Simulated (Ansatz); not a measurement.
MgTi$_{3}$N$_{3}$O in space group P4/mmm (No. 123; Pearson symbol tP8) under volume change, DFT-r²SCAN in the program Ansatz with PAW potentials, shape and atoms relaxed at each volume.

```tsv
V (Å³/atom)	E − E(relaxed) (meV/atom)	P (GPa)
8.671	69.9	28.47
8.957	29.3	17.36
9.243	6.9	7.95
9.528	0.0	0.00
9.814	6.1	-6.67
10.100	23.1	-12.19
10.386	48.9	-16.56
```

Q: What does a third-order Birch–Murnaghan fit give for V₀, B₀ and B′?

A: V₀ = 9.53 Å³/atom, B₀ = 239 GPa, B′ = 4.9.

The start of the workflow was typed in or built on a structure type; neither database checked (COD, Materials Project) lists it. Its standing as an ambient phase is unchecked. The r²SCAN relaxation kept the symmetry of its start; its stability against distortions is not shown here. The workflow began spin-polarised and lost its moments.

Potentials: the earlier of the program's two PAW sets.
